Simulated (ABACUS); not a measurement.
Consider a self-consistent single point of Sn (P1, 8 atoms in the cell; from Materials Project mp-117, changed as shown).

```
Sn
1.0
    6.51741     0.00000     0.00000
    0.00000     6.51741     0.00000
    0.00000     0.00000     6.51741
Sn
8
Direct
  0.99796   0.98889   0.49315
  0.25076   0.74667   0.24401
  0.99755   0.50723   0.00018
  0.24966   0.24945   0.74634
  0.50589   0.99833   0.00796
  0.74968   0.75236   0.73889
  0.49986   0.50067   0.51364
  0.74864   0.25639   0.25583
```

Method: PBEsol, numerical atomic orbitals DZP (confined pseudo-atomic orbitals with Gaussian additions; energy shift 0.01 Ry), PseudoDojo 0.4 standard norm-conserving PBEsol (tails mended) pseudopotentials (ABACUS 3.10.1).

ABACUS settings:

```
setting                                                                  value
---------------  -------------------------------------------------------------
basis                      DZP numerical atomic orbitals, energy shift 0.01 Ry
KPT                                                          Gamma 4 4 4 0 0 0
basis_type                                                                lcao
dft_functional                                                          PBESOL
ecutwfc                                                                 100 Ry
smearing_method                                                             fd
smearing_sigma                                                   0.00999582 Ry
potentials       PseudoDojo 0.4 standard norm-conserving PBEsol (tails mended)
symmetry                                                                     1
symmetry_prec                                                            1e-05
ks_solver                                                        scalapack_gvx
scf_nmax                                                                   100
scf_thr                                                                1.0e-07
mixing_type                                                              pulay
```

Results:

* **Number of valence electrons**: 112
* **Number of bands**: 68
* **Number of k-points after the program's reduction**: 36
* **Size of the basis**: 200
* **Number of SCF iterations**: 9
* **Free energy E − TS**: -17122.1025 eV
* **Fermi level (on the code's own zero)**: 7.83 eV
* **Pressure**: 0.46 GPa
* **Largest force (vector length)**: 0.804 eV/Å

Forces (eV/Å):
```
atom      Fx      Fy      Fz
----  ------  ------  ------
Sn1    0.334   0.646  -0.080
Sn2    0.311  -0.115   0.323
Sn3   -0.096  -0.412  -0.329
Sn4   -0.315  -0.441   0.460
Sn5   -0.079   0.247  -0.443
Sn6    0.007   0.130   0.793
Sn7   -0.290  -0.038  -0.692
Sn8    0.128  -0.017  -0.031
```

Stress (GPa, positive for compression):
```
 0.53   1.12  -0.34
 1.12   0.48   0.08
-0.34   0.08   0.38
```

For comparison: a first run was changed to give this one (atoms moved at random), and from it to this one the free energy rises by 14.5 meV/atom, the pressure goes from 0.35 to 0.46 GPa and the largest force goes from under 0.1 to 0.80 eV/Å.

The atom-centred basis is finite, which shifts total energies, pressures and forces against plane waves. The structure comes from a collection of computed structures, made at another level of theory; the collection holds predicted forms beside known ones. Its lattice was then scaled. No clean gap shows at this smearing width and mesh (spacing up to 0.24 Å⁻¹); the mesh is coarse for partly filled bands, so the values carry mesh errors. Semi-local functionals can close small gaps.

Cost on one core: roughly 70 core-seconds.

The atomic orbitals were generated for these runs; they are not ABACUS's published sets and were checked against plane waves on a few crystals only.

“Tails mended”: in these copies of the files the far tail of each local potential was reset to the Coulomb form.
